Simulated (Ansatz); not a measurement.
Relaxed Ge (space group P4_32_12):

```
Ge
1.0
    5.87865     0.00000     0.00000
    0.00000     5.87865     0.00000
    0.00000     0.00000     6.89847
Ge
12
Cartesian
  0.51865   0.51865   0.00000
  2.42067   3.45797   5.17385
  5.36000   5.36000   3.44924
  3.45797   2.42067   1.72462
  1.01125   2.17489   1.76819
  0.76444   3.95058   0.04357
  4.86739   3.70376   5.21742
  5.11421   1.92807   3.49280
  3.95058   0.76444   6.85490
  3.70376   4.86739   1.68105
  1.92807   5.11421   3.40567
  2.17489   1.01125   5.13028
```

The atoms are displaced by Q × the pattern below (from a DFPT mode at Γ, largest move 1; Q in Å), at fixed cell.

| atom | x | y | z |
|---|---|---|---|
| Ge1 | -0.224 | -0.224 | 0.000 |
| Ge2 | 0.224 | -0.224 | 0.000 |
| Ge3 | 0.224 | 0.224 | 0.000 |
| Ge4 | -0.224 | 0.224 | 0.000 |
| Ge5 | -0.554 | 0.693 | 0.461 |
| Ge6 | -0.693 | -0.554 | 0.461 |
| Ge7 | 0.554 | -0.693 | 0.461 |
| Ge8 | 0.693 | 0.554 | 0.461 |
| Ge9 | -0.554 | -0.693 | -0.461 |
| Ge10 | -0.693 | 0.554 | -0.461 |
| Ge11 | 0.554 | 0.693 | -0.461 |
| Ge12 | 0.693 | -0.554 | -0.461 |

These are LDA (plane waves to 420 eV, PAW, scalar-relativistic; Ansatz, a quantum-chemistry and plane-wave program) values and carry that method's errors. k mesh 5×5×4 (Γ-centred), Fermi-Dirac smearing 0.05 eV. Energies are smeared free energies. Ge was relaxed with its symmetry unable to fall. This is one of several known forms of Ge; the measured ambient cells at hand have space group No. 227. ΔE is measured from the undisplaced structure.

| Q (Å) | ΔE (meV/cell) |
|---|---|
| -0.180 | 1334 |
| -0.120 | 584 |
| -0.060 | 144 |
| 0.000 | 0 |
| 0.060 | 140 |
| 0.120 | 553 |
| 0.180 | 1228 |

Question: Which DFPT wavenumber at Γ belongs to this mode?
(A) 81 cm⁻¹
(B) 128 cm⁻¹
(C) 188 cm⁻¹
(D) 51 cm⁻¹

Answer: C, 188 cm⁻¹. The curvature of the scan gives 187 cm⁻¹

(For displaced atoms, the force is minus the slope of the energy, and its curvature is a force constant, which sets phonon frequencies.)
